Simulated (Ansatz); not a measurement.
# Ba2Hg squeezed and stretched

A database entry relaxed whole under r2SCAN (I4/mmm):

```xyz
3
Lattice="-2.1124 2.1124 7.6931 2.1124 -2.1124 7.6931 2.1124 2.1124 -7.6931" Properties=species:S:1:pos:R:3 pbc="T T T"
Ba    0.0000    0.0000    5.7437
Ba    0.0000    0.0000    9.6425
Hg    0.0000    0.0000    0.0000
```

The cell was scaled uniformly, its shape held, and the atoms relaxed at each volume with plane-wave PAW DFT (Ansatz 0.2.0; r2SCAN, 500 eV, 11×11×11 Γ-centred mesh, fermi-dirac occupations of width 0.100 eV; no spin, no spin-orbit coupling). One row is withheld.

```json
{"volume (Å³/atom)": "43.025", "energy over the lowest (meV/atom)": "9.1", "pressure (GPa)": "1.17"}
{"volume (Å³/atom)": "43.941", "energy over the lowest (meV/atom)": "3.8", "pressure (GPa)": "0.73"}
{"volume (Å³/atom)": "44.856", "energy over the lowest (meV/atom)": "?", "pressure (GPa)": "?"}
{"volume (Å³/atom)": "45.772", "energy over the lowest (meV/atom)": "0.0", "pressure (GPa)": "0.00"}
{"volume (Å³/atom)": "46.687", "energy over the lowest (meV/atom)": "1.1", "pressure (GPa)": "-0.32"}
{"volume (Å³/atom)": "47.603", "energy over the lowest (meV/atom)": "4.0", "pressure (GPa)": "-0.61"}
{"volume (Å³/atom)": "48.518", "energy over the lowest (meV/atom)": "8.4", "pressure (GPa)": "-0.88"}
```

Q: Fit the pressures of the other rows to the third-order Birch-Murnaghan form.

A: With f = [(V₀/V)^(2/3) − 1]/2 and P = 3B₀f(1 + 2f)^(5/2)[1 + 3(B₀′ − 4)f/2], least squares gives V₀ = 45.76 Å³ an atom, B₀ = 16.8 GPa and B₀′ = 3.7; the rows miss the fit by less than 0.01 GPa. The slope of the energies differs from these pressures by less than 0.05 GPa.

Q: What does the withheld row hold?

A: The fit gives 0.35 GPa at 44.856 Å³; the run gave 0.35 GPa and 0.8 meV an atom.

Caveats: the shape of the cell was held, so B₀ is an upper bound where the axes differ in stiffness; 0 K, fixed nuclei; the symmetry was kept, and this need not be the phase that is stable at 0 K; one mesh for all volumes; pressure is positive in compression.
